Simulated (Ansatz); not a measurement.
ZnAu:
```yaml
crystal:
  lattice:
    - [3.14880, 0.00000, 0.00000]
    - [0.00000, 3.14880, 0.00000]
    - [0.00000, 0.00000, 3.14880]
  atoms:
    - { symbol: Au, position: [0.00000, 0.00000, 0.00000] }
    - { symbol: Zn, position: [0.50000, 0.50000, 0.50000] }
```

Relaxed with r²SCAN. Special points in fractions of this cell's reciprocal vectors: Γ (0.000, 0.000, 0.000); X (0.000, 0.500, 0.000); M (0.500, 0.500, 0.000); R (0.500, 0.500, 0.500).

**Question.** List the band energies nearest the Fermi level at these points for r²SCAN with spin–orbit coupling in the plane-wave PAW code Ansatz.

**Answer.** In eV from the Fermi level; about four levels below and three above (degenerate sets whole), none deeper than 8.9 eV; points with the same levels are listed once.

```tsv
k	below	above
Γ	-4.18 -4.18 -4.18 -4.18 -3.43 -3.43	4.29 4.29 5.51 5.51 5.51 5.51
X	-3.99 -3.99 -2.50 -2.50	10.35 10.35 10.67 10.67
M	-2.51 -2.51 -1.85 -1.85	0.76 0.76 2.72 2.72
R	-3.36 -3.36 -3.36 -3.36	1.69 1.69 2.56 2.56
```

Space group Pm-3m (CsCl type). The cell was relaxed with r²SCAN under the symmetry of its start.

Potentials: the later of the program's two PAW sets.
